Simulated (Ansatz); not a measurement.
SnO2:
```xyz
6
Lattice="4.7226 0.0000 0.0000 0.0000 4.7226 0.0000 0.0000 0.0000 3.1902" Properties=species:S:1:pos:R:3 pbc="T T T"
Sn     0.0000     0.0000     0.0000
Sn     2.3613     2.3613     1.5951
O      1.4454     1.4454     0.0000
O      3.8068     0.9159     1.5951
O      0.9159     3.8068     1.5951
O      3.2772     3.2772     0.0000
```

Relaxed with LDA.

Give the optical modes at the zone centre with their infrared and Raman activity from DFPT, the program Ansatz at the LDA level (PAW).

Transverse frequencies, without the LO–TO term; a row sums one degenerate level.

```tsv
ω (cm⁻¹)	degeneracy	IR ((D/Å)²/amu)	Raman (Å⁴/amu)	activity	symmetry
104	1	0.00	0	silent	B1g
146	1	0.00	0	silent	B1u
224	2	19.45	0	IR	Eu
281	2	4.55	0	IR	Eu
348	1	0.00	0	silent	A2g
460	1	37.62	0	IR	A2u
467	2	0.00	2.4	Raman	Eg
559	1	0.00	0	silent	B1u
597	2	44.51	0	IR	Eu
627	1	0.00	47	Raman	A1g
755	1	0.00	13	Raman	B2g
```

How high does the top mode go among those that the LO–TO term moves?

733 cm⁻¹ for q along x, 733 cm⁻¹ for q along y, 670 cm⁻¹ for q along z.

Space group P4_2/mnm (rutile). The LDA relaxation kept the symmetry of its start; phonons on a q-mesh show no instability. Spin–orbit coupling is left out wherever it is not named.

Potentials: the later of the program's two PAW sets.
